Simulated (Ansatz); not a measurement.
A relaxation of cell and atoms of InGa3P4, ordered on the zincblende lattice (P-43m) with 8 atoms a cell with Ansatz, at the level r2SCAN. It starts from the PBE minimum.

```yaml
crystal:
  lattice:
    - [5.6202613922, 0.0, 0.0]
    - [0.0, 5.6202613922, 0.0]
    - [0.0, 0.0, 5.6202613922]
  atoms:
    - { symbol: Ga, position: [0.5, 0.0, 0.0] }
    - { symbol: P, position: [0.7600012711, 0.2399987289, 0.2399987289] }
    - { symbol: Ga, position: [0.0, 0.5, 0.0] }
    - { symbol: P, position: [0.2399987289, 0.7600012711, 0.2399987289] }
    - { symbol: Ga, position: [0.0, 0.0, 0.5] }
    - { symbol: P, position: [0.2399987289, 0.2399987289, 0.7600012711] }
    - { symbol: In, position: [0.5, 0.5, 0.5] }
    - { symbol: P, position: [0.7600012711, 0.7600012711, 0.7600012711] }
kpoints:
  mp_grid: { grid: [4, 4, 4] }
hamiltonian:
  xc: r2scan
scf:
  occupations: { method: fermi_dirac, width: 0.02 }
relax:
  f_tol: 0.005
  cell: {}
```

The trajectory has 5 recorded frames, each with fractional positions and then forces in eV/Å along x, y and z. Some frames, the last among them, repeat a geometry solved again on a basis re-selected at its cell; pressure is positive in compression.

Step 1: energy 0.0 meV/atom from step 1, largest force component 0.001 eV/Å, pressure -2.22 GPa; a = 5.620 Å, b = 5.620 Å, c = 5.620 Å, α = 90.00°, β = 90.00°, γ = 90.00°
```
Ga 0.5000 0.0000 0.0000     0.000   0.000   0.000
P  0.7600 0.2400 0.2400     0.001  -0.001  -0.001
Ga 0.0000 0.5000 0.0000     0.000   0.000   0.000
P  0.2400 0.7600 0.2400    -0.001   0.001  -0.001
Ga 0.0000 0.0000 0.5000     0.000   0.000   0.000
P  0.2400 0.2400 0.7600    -0.001  -0.001   0.001
In 0.5000 0.5000 0.5000     0.000   0.000   0.000
P  0.7600 0.7600 0.7600     0.001   0.001   0.001
```

Question: How does the relaxation go on, and where does it end?

Answer:
Step 2: energy -4.4 meV/atom from step 1, largest force component 0.066 eV/Å, pressure -0.15 GPa; a = 5.571 Å, b = 5.571 Å, c = 5.571 Å, α = 90.00°, β = 90.00°, γ = 90.00°
```
Ga 0.5000 0.0000 0.0000     0.000   0.000   0.000
P  0.7594 0.2406 0.2406     0.066  -0.066  -0.066
Ga 0.0000 0.5000 0.0000     0.000   0.000   0.000
P  0.2406 0.7594 0.2406    -0.066   0.066  -0.066
Ga 0.0000 0.0000 0.5000     0.000   0.000   0.000
P  0.2406 0.2406 0.7594    -0.066  -0.066   0.066
In 0.5000 0.5000 0.5000     0.000   0.000   0.000
P  0.7594 0.7594 0.7594     0.066   0.066   0.066
```

Step 3: energy -4.6 meV/atom from step 1, largest force component 0.019 eV/Å, pressure +0.03 GPa; a = 5.565 Å, b = 5.565 Å, c = 5.565 Å, α = 90.00°, β = 90.00°, γ = 90.00°
```
Ga 0.5000 0.0000 0.0000     0.000   0.000   0.000
P  0.7605 0.2395 0.2395    -0.019   0.019   0.019
Ga 0.0000 0.5000 0.0000     0.000   0.000   0.000
P  0.2395 0.7605 0.2395     0.019  -0.019   0.019
Ga 0.0000 0.0000 0.5000     0.000   0.000   0.000
P  0.2395 0.2395 0.7605     0.019   0.019  -0.019
In 0.5000 0.5000 0.5000     0.000   0.000   0.000
P  0.7605 0.7605 0.7605    -0.019  -0.019  -0.019
```

Step 4: energy -4.6 meV/atom from step 1, largest force component 0.000 eV/Å, pressure 0.00 GPa; a = 5.566 Å, b = 5.566 Å, c = 5.566 Å, α = 90.00°, β = 90.00°, γ = 90.00°
```
Ga 0.5000 0.0000 0.0000     0.000   0.000   0.000
P  0.7602 0.2398 0.2398     0.000   0.000   0.000
Ga 0.0000 0.5000 0.0000     0.000   0.000   0.000
P  0.2398 0.7602 0.2398     0.000   0.000   0.000
Ga 0.0000 0.0000 0.5000     0.000   0.000   0.000
P  0.2398 0.2398 0.7602     0.000   0.000   0.000
In 0.5000 0.5000 0.5000     0.000   0.000   0.000
P  0.7602 0.7602 0.7602     0.000   0.000   0.000
```

Step 5: energy -4.5 meV/atom from step 1, largest force component 0.000 eV/Å, pressure 0.00 GPa; a = 5.566 Å, b = 5.566 Å, c = 5.566 Å, α = 90.00°, β = 90.00°, γ = 90.00°
```
Ga 0.5000 0.0000 0.0000     0.000   0.000   0.000
P  0.7602 0.2398 0.2398     0.000   0.000   0.000
Ga 0.0000 0.5000 0.0000     0.000   0.000   0.000
P  0.2398 0.7602 0.2398     0.000   0.000   0.000
Ga 0.0000 0.0000 0.5000     0.000   0.000   0.000
P  0.2398 0.2398 0.7602     0.000   0.000   0.000
In 0.5000 0.5000 0.5000     0.000   0.000   0.000
P  0.7602 0.7602 0.7602     0.000   0.000   0.000
```

The walk took 4 steps, besides SCFs solved again on a fresh basis, and changed the volume by -2.8 %. The last SCF, on a fresh basis, lies 4.5 meV an atom below the first. At the end: it is cubic, P-43m (No. 215); a = 5.566 Å in the conventional setting, 21.56 Å³ an atom. Around Ga lie 4 P at 2.38 Å; around P lie 3 Ga at 2.38 Å and 1 In at 2.51 Å; around In lie 4 P at 2.51 Å.

Command: `ansatz run input.yaml --threads 4 --pin off --max-ram 6451MiB --backend cpu --events-out ev --progress --plain --runs-dir out`.

Question: It ran on 4 threads of Arm Neoverse V1, on a shared host. About how long did it take, and what peak of host memory did it reach?

Answer: About 22 s, with a peak of 0.78 GiB.

Note: simulated data, non-magnetic, for a generated structure that need not be the stable one.
